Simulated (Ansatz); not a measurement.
The slice is one period of a {110} plane through atoms; its size isn't given.

Method: r2SCAN (plane waves to 500 eV, PAW, scalar-relativistic; Ansatz, a quantum-chemistry and plane-wave program). Inside the PAW spheres the values are not all-electron values, and peaks at nuclei hang on which shells count as valence.

```
|@@#+==---==+#@|
|%#*+==---==+*#|
|++++==---==+++|
|======-:-=====|
|------:.:-----|
|:::----:----::|
|...::-----::..|
|  ..:-----:.. |
|   .::---::.  |
|   ..:::::..  |
|   ...:::...  |
|    .......   |
|..............|
|:::...   ...::|
|---:..   ..:--|
|===-:.. ..:-==|
|+++=-:...:-=++|
|%#*+=-:.:-=+*#|
|@@#+=-:::-=+#@|
|@@%+=--:--=+%@|
```
Scale: ten equal steps from -1.86 (start of ' ') to 1.25 (end of '@'), in the order ' .:-=+*#%@'. Values: log₁₀ of the valence density in e/Å³. The map has 14 points along u (one character each, u = 0 at the left) and 20 along v (v = 0 in the bottom row). The scale is logarithmic, as a density can span decades between atoms and voids.

```
|xxxx2255888855335588885522xx|
|1122557799996633669999775522|
|4455669999994411449999996655|
|667788999966xxxxxx6699998877|
|667777776611xxxxxx1166777777|
|444444442200xxxxxx0022444444|
|1111111111111111111111111111|
|0000000011223333332211000000|
|0000000011223333332211000000|
|0000000000112222221100000000|
|0000000000001111110000000000|
|0000000000000000000000000000|
|1111000000000000000000000011|
|4433221100000000000000112233|
|6666553311000000000011335566|
|6666666633110000001133666666|
|4455556655330000003355665555|
|1122445566441100114466554422|
|xxxx2255666622112266665522xx|
|xxxx1155777744224477775511xx|
```
Scale: ten equal steps from 0.01 (start of '0') to 0.90 (end of '9'), in the order '0123456789'. Values: electron localisation function (ELF). The map has 14 points along u (two characters each, u = 0 at the left) and 20 along v (v = 0 in the bottom row). Points within 0.5 Å of a nucleus are blanked (x), as the pseudised field means little there.

**Question.** Which relaxed crystal do these maps come from?
(A) BeTe (zinc blende)
(B) CuI (zinc blende)
(C) HgTe (zinc blende)

**Answer.** A, BeTe (zinc blende). Atoms on the slice: Te at (0.00, 0.00); Be at (0.50, 0.75)

All were relaxed with their symmetry unable to fall. At this level the bands of HgTe touch or barely overlap. CuI is run without spin polarisation. Spin-orbit coupling is left out.
